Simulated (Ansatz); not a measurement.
The start is a relaxed Rh cell, doubled along one cell vector, shaken by Gaussian noise of σ = 0.08 Å a coordinate. The structure is fully relaxed (lattice and positions, P = 0) with r2SCAN (plane waves to 500 eV, PAW, scalar-relativistic; Ansatz, a quantum-chemistry and plane-wave program). First-step values are on the input's coarse k-mesh.

Ansatz input (later rounds restart from its end on a renewed k-mesh):
Ansatz 0.2 input:
```yaml
crystal:
  lattice:
    - [5.4042339504, 0, 0]
    - [-1.3510584876, 2.3401019445, 0]
    - [0, 0, 4.354907853]
  atoms:
    - { symbol: Rh, position: [0.14894051, 0.6712181295, 0.2347329382] }
    - { symbol: Rh, position: [0.6633732415, 0.7171098908, 0.2585823769] }
    - { symbol: Rh, position: [0.2850639311, 0.2849484137, 0.7445509768] }
    - { symbol: Rh, position: [0.8155095618, 0.3055929225, 0.7660422443] }
basis: { ecutwfc: 500, ecutrho_ratio: 4, xc_grid: 4, fft_grid_basis: typed }
kpoints: { mp_grid: { grid: [7, 14, 8] } }
hamiltonian:
  xc: r2scan
  dispersion: none
  pseudopotentials: { azcp: { folder: ./paw }, kind: paw }
scf: { occupations: { method: fermi_dirac, width: 0.05 } }
relax: { f_tol: 0.01, max_steps: 100, cell: { stress_tol: 0.02 } }
output: { forces: true, stress: true }
```

**Question.** How large is the pressure on the unrelaxed cell, and of which sign?

**Answer.** +3.5 GPa (positive: the cell is compressed).

**Question.** Which atoms feel the largest initial force, and how large is it?

**Answer.** 1.74 eV/Å, on Rh3 (atoms numbered as listed).

**Question.** How much energy is released per atom?

**Answer.** 0.07 eV/atom.

**Question.** Does it find its way back to the structure it was made from?

**Answer.** The parent structure is recovered, P6₃/mmc (No. 194).

**Question.** How do the shortest distances between atoms change?

**Answer.** The closest pairs of elements (up to four, under 3.6 Å), start → end: Rh–Rh 2.55 → 2.68 Å.

**Question.** Is the relaxed structure metallic? Give its gap.

**Answer.** Zero (metallic).

It ends as:

Space group P6₃/mmc (No. 194); a = 2.702 Å, b = 2.702 Å, c = 4.355 Å, α = 90.00°, β = 90.00°, γ = 120.00°

| atom | site | symmetry | x | y | z |
|---|---|---|---|---|---|
| Rh | 2d | -6m2 | 0.6667 | 0.3333 | 0.2500 |

Final values are on a 20×20×11 k-mesh of the relaxed cell. No spin polarisation in the result.

The relaxed structure here is a generated cell of Rh: the first start was made by placing the elements on the sites of a structure type, and the end was not matched to a known phase here, so it may be hypothetical. Known forms of Rh include space group No. 225.
